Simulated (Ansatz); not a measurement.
Given:

Cu:
```
Cu
1.0
    0.00000     1.81440     1.81440
    1.81440     0.00000     1.81440
    1.81440     1.81440     0.00000
Cu
1
Direct
  0.00000   0.00000   0.00000
```

This is the PBE-relaxed structure.

Q: All from plane-wave PAW PBE (Ansatz code), unless another level is named. Estimate the Hill bulk and shear moduli.

A: 142 and 51.2 GPa.

Q: Next, the elastic constants (relaxed ions, GPa)?

A: C11 = 177, C12 = 124, C44 = 78.9.

Space group Fm-3m (fcc (Cu type)). The cell was relaxed with PBE under the symmetry of its start. No spin polarisation was allowed. As this level gives no gap, shear constants depend on the k-mesh and smearing (Fermi–Dirac, 0.1 eV here).

Potentials: the later of the program's two PAW sets.
